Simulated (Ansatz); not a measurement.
SiRh (CsCl type, Pm-3m), DFT-PBEsol in the program Ansatz with PAW potentials, all energies at zero smearing, with the estimated change up to a 700 eV cutoff added, with one set of potentials and settings (totals compare only within such a set). Cell of 2 atoms (1 Si, 1 Rh): -6961.473 eV.

```csv
element,reference phase,E (eV/atom)
Si,"Fd-3m, 2 atoms in the cell",-621.4920
Rh,"Fm-3m, 1 atoms in the cell",-6338.7479
```

Formation energy per atom, worked out: (-6961.473 − 1×(-621.4920) − 1×(-6338.7479))/2 = -0.617 eV/atom (-59 kJ per mol of atoms), at 0 K, without zero-point energy or fitted corrections.

The workflow started from a Materials Project entry (that database holds measured and hypothetical structures alike); the Crystallography Open Database copy checked does not list it. COD files the formula under space group No. 14, so this cell is another polymorph or a model. Whether it is the stable phase at ambient conditions was not checked. Symmetry was held in the PBEsol relaxation. At this level the phase is mechanically unstable. The run is not spin-polarised. The references are the lowest solids computed at this level, not always the standard phases.

Potentials: the later of the program's two PAW sets.
